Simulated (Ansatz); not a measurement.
Data:

CdSe:
```yaml
crystal:
  lattice:
    - [4.38323, 0.00000, 0.00000]
    - [-2.19161, 3.79599, 0.00000]
    - [0.00000, 0.00000, 7.15406]
  atoms:
    - { symbol: Cd, position: [0.66667, 0.33333, 0.50005] }
    - { symbol: Cd, position: [0.33333, 0.66667, 0.00005] }
    - { symbol: Se, position: [0.66667, 0.33333, 0.87581] }
    - { symbol: Se, position: [0.33333, 0.66667, 0.37581] }
```

This is the PBE-relaxed structure.

Task: All from PBE (plane waves, PAW; program Ansatz), unless another level is named. Estimate the formation energy from the elements (no fitted shifts).

Result: -0.63 eV/atom.

Task: And the band gap?

Result: 0.54 eV (direct).

Task: And the valence-band maximum?

Result: at Γ.

Space group P6_3mc (wurtzite). The PBE relaxation kept the symmetry of its start. The references are the lowest solids computed at this level, not always the standard phases. Spin–orbit coupling is left out wherever it is not named.

Potentials: the earlier of the program's two PAW sets.
